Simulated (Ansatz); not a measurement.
InAg$_{3}$, DFT, PBEsol, all-electron LAPW, scalar-relativistic (Ansatz 0.2.0), run on 1 thread of Arm Neoverse V2 on a shared host.

The cell is COD entry 1510013, as deposited and not checked against the literature; nothing was relaxed. The listed cell was then made from it by scaling, straining or moving an atom.

Command: `ansatz run input.yaml --threads 1 --pin off --max-ram 4096MiB --backend cpu --events-out ev --progress --plain --runs-dir out`

```yaml
crystal:
  lattice:
    - [4.157767543, 0.0, 0.0]
    - [0.0, 4.157767543, 0.0]
    - [0.0, 0.0, 4.157767543]
  atoms:
    - { symbol: In, position: [0.0, 0.0, 0.0] }
    - { symbol: Ag, position: [0.0, 0.5, 0.5] }
    - { symbol: Ag, position: [0.5, 0.0, 0.5] }
    - { symbol: Ag, position: [0.5, 0.5, 0.0] }
kpoints:
  mp_grid: { grid: [9, 9, 9] }
  band_path:
    path:
      - [0.0, 0.0, 0.0]
      - [0.0, 0.5, 0.0]
      - [0.5, 0.5, 0.0]
      - [0.0, 0.0, 0.0]
      - [0.5, 0.5, 0.5]
      - [0.0, 0.5, 0.0]
      - [0.5, 0.5, 0.5]
      - [0.5, 0.5, 0.0]
    npoints: 5
scf:
  occupations: { method: fermi_dirac, width: 0.05 }
hamiltonian:
  xc: pbesol
  pseudopotentials: { kind: all_electron, lapw: { basis_error: 0.0005 } }
output:
  forces: true
  stress: true
  eigenvalues: true
```

How large is the problem that the program sets up?

35 irreducible k-points, 619 plane waves at Γ, 47 bands.

About how long does it take, and how much memory does it use?

51 s of wall time for 9 SCF iterations, with a peak of 0.54 GiB. Times on shared machines scatter by tens of per cent.
